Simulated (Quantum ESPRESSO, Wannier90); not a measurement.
## ZnSe (zinc blende): Wannier90 run

Cell from Materials Project (mp-1190), symmetrised, no further relaxation. COD (Crystallography Open Database) has the formula in 2 space groups, this one among them (matched by group alone). Level: PBEsol, no spin polarisation, no spin-orbit coupling; pw.x of Quantum ESPRESSO at 69 Ry with PseudoDojo potentials, 10×10×10 k-points, Wannier90. Density: 10×10×10 mesh, cold smearing 0.01 Ry. Spin-orbit coupling, left out, would split the p-like bands by a few tenths of an eV.

Input w.win:

```
num_bands = 17
num_wann = 8
exclude_bands = 1-9,11-15
num_iter = 0
conv_tol = 1.0e-6
conv_window = 4
dis_num_iter = 1000
dis_conv_tol = 1.0e-6
dis_froz_max = 10.95
write_hr = true
write_u_matrices = true
begin projections
Zn: s;p
Se: s;p
end projections
begin unit_cell_cart
ang
    0.0000000000    2.8324450000    2.8324450000
    2.8324450000    0.0000000000    2.8324450000
    2.8324450000    2.8324450000    0.0000000000
end unit_cell_cart
begin atoms_frac
Zn   0.0000000000  0.0000000000  0.0000000000
Se   0.2500000000  0.2500000000  0.2500000000
end atoms_frac
mp_grid = 10 10 10
begin kpoints
0.0000000000 0.0000000000 0.0000000000
0.0000000000 0.0000000000 0.1000000000
0.0000000000 0.0000000000 0.2000000000
... (997 more lines: the 10x10x10 mesh through Gamma)
end kpoints
```

On the energy scale of pw.x, whose zero is arbitrary, the valence-band maximum lies at 8.27 eV. Lines of w_hr.dat (R1 R2 R3 m n Re Im, eV) for R = 0 and one of the shortest lattice vectors, rounded to 0.01 eV, lines under 0.02 eV left out; orbitals in order: Zn1 s, Zn1 pz, Zn1 px, Zn1 py, Se2 s, Se2 pz, Se2 px, Se2 py.

```
    0    0    0    1    1     8.70     0.00
    0    0    0    5    1    -1.38     0.00
    0    0    0    6    1     1.33     0.00
    0    0    0    7    1     1.33     0.00
    0    0    0    8    1     1.33     0.00
    0    0    0    2    2    14.08     0.00
    0    0    0    5    2    -1.36     0.00
    0    0    0    6    2     0.20     0.00
    0    0    0    7    2     1.39     0.00
    0    0    0    8    2     1.39     0.00
    0    0    0    3    3    14.08     0.00
    0    0    0    5    3    -1.36     0.00
    0    0    0    6    3     1.39     0.00
    0    0    0    7    3     0.20     0.00
    0    0    0    8    3     1.39     0.00
    0    0    0    4    4    14.08     0.00
    0    0    0    5    4    -1.36     0.00
    0    0    0    6    4     1.39     0.00
    0    0    0    7    4     1.39     0.00
    0    0    0    8    4     0.20     0.00
    0    0    0    1    5    -1.38     0.00
    0    0    0    2    5    -1.36     0.00
    0    0    0    3    5    -1.36     0.00
    0    0    0    4    5    -1.36     0.00
    0    0    0    5    5    -2.26     0.00
    0    0    0    1    6     1.33     0.00
    0    0    0    2    6     0.20     0.00
    0    0    0    3    6     1.39     0.00
    0    0    0    4    6     1.39     0.00
    0    0    0    6    6     8.89     0.00
    0    0    0    1    7     1.33     0.00
    0    0    0    2    7     1.39     0.00
    0    0    0    3    7     0.20     0.00
    0    0    0    4    7     1.39     0.00
    0    0    0    7    7     8.89     0.00
    0    0    0    1    8     1.33     0.00
    0    0    0    2    8     1.39     0.00
    0    0    0    3    8     1.39     0.00
    0    0    0    4    8     0.20     0.00
    0    0    0    8    8     8.89     0.00
   -1    0    0    1    1    -0.11     0.00
   -1    0    0    2    1     0.10     0.00
   -1    0    0    3    1    -0.10     0.00
   -1    0    0    4    1     0.10     0.00
   -1    0    0    1    2    -0.10     0.00
   -1    0    0    2    2     0.20     0.00
   -1    0    0    3    2     0.12     0.00
   -1    0    0    4    2     0.16     0.00
   -1    0    0    6    2     0.03     0.00
   -1    0    0    8    2     0.03     0.00
   -1    0    0    1    3    -0.10     0.00
   -1    0    0    2    3    -0.12     0.00
   -1    0    0    3    3    -0.43     0.00
   -1    0    0    4    3    -0.12     0.00
   -1    0    0    5    3     0.06     0.00
   -1    0    0    6    3    -0.04     0.00
   -1    0    0    7    3    -0.04     0.00
   -1    0    0    8    3    -0.04     0.00
   -1    0    0    1    4    -0.10     0.00
   -1    0    0    2    4     0.16     0.00
   -1    0    0    3    4     0.12     0.00
   -1    0    0    4    4     0.20     0.00
   -1    0    0    6    4     0.03     0.00
   -1    0    0    8    4     0.03     0.00
   -1    0    0    1    5    -1.38     0.00
   -1    0    0    2    5     1.36     0.00
   -1    0    0    3    5    -1.36     0.00
   -1    0    0    4    5     1.36     0.00
   -1    0    0    5    5    -0.03     0.00
   -1    0    0    7    5     0.11     0.00
   -1    0    0    1    6    -1.33     0.00
   -1    0    0    2    6     0.20     0.00
   -1    0    0    3    6    -1.39     0.00
   -1    0    0    4    6     1.39     0.00
   -1    0    0    6    6     0.03     0.00
   -1    0    0    8    6    -0.02     0.00
   -1    0    0    1    7     1.33     0.00
   -1    0    0    2    7    -1.39     0.00
   -1    0    0    3    7     0.20     0.00
   -1    0    0    4    7    -1.38     0.00
   -1    0    0    5    7     0.11     0.00
   -1    0    0    7    7    -0.16     0.00
   -1    0    0    1    8    -1.33     0.00
   -1    0    0    2    8     1.39     0.00
   -1    0    0    3    8    -1.38     0.00
   -1    0    0    4    8     0.20     0.00
   -1    0    0    6    8    -0.02     0.00
   -1    0    0    8    8     0.03     0.00
```
